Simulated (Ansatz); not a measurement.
As (A7 type, space group R-3m)

```xyz
2
Lattice="1.8729 1.0813 3.2512 -1.8729 1.0813 3.2512 0.0000 -2.1626 3.2512" Properties=species:S:1:pos:R:3 pbc="T T T"
As     0.0000     0.0000     2.2703
As     0.0000     0.0000     7.4835
```

The slice is a (-1 1 0 4) plane (indices of the conventional cell) through the point (0.767, 0.767, 0.767) (fractional), spanned by u = [1 0 -1] and v = [1 -1 1] in vectors of this cell: u (3.75 Å) and v (5.41 Å, at 90° to u). It covers one period; positions are fractions (u, v).

Calculation: PBEsol-D3(BJ) (plane waves to 420 eV, PAW, scalar-relativistic; Ansatz, an electronic-structure program). k mesh 15×15×15. These are valence fields of a PAW run, semicore shells included where kept as valence: close to a nucleus they are smooth pseudo fields. As was relaxed with its symmetry unable to fall. The PAW data are Ansatz's earlier set.

### Question
Sketch the electron localisation function (ELF) on this plane as a map.

### Answer
```
|xxxxxx888877552211112255778888xxxx|
|xx44778888774422111122447788887744|
|8888999988663311111111336688999988|
|9999998866442211000011224466889999|
|8877775533220000000000002233557777|
|5555443311000000000000000011334455|
|5555443311000000000000000011334455|
|8888776633110000000000001133667788|
|9999998866331100000000113366889999|
|9999999988552211000011225588999999|
|5566889988773311000011337788998866|
|xxxx6688887744110000114477888866xx|
|xxxx5588887744110000114477888855xx|
|xxxx5588886644110000114466888855xx|
|5566778877553311000011335577887766|
|8888888866442200000000224466888888|
|9999887755331100000000113355778899|
|9999887744221100000000112244778899|
|9999887744221100000000112244778899|
|9999887766331100000000113366778899|
|7777887777553311000011335577778877|
|xx33667777664422111122446677776633|
|xxxxxx778877552211112255778877xxxx|
|xxxxxx778877553311113355778877xxxx|
```
Scale: ten equal steps from 0.03 (start of '0') to 0.71 (end of '9'), in the order '0123456789'. Values: electron localisation function (ELF). The map has 17 points along u (two characters each, u = 0 at the left) and 24 along v (v = 0 in the bottom row). Points within 0.5 Å of a nucleus are blanked (x), as the pseudised field means little there.
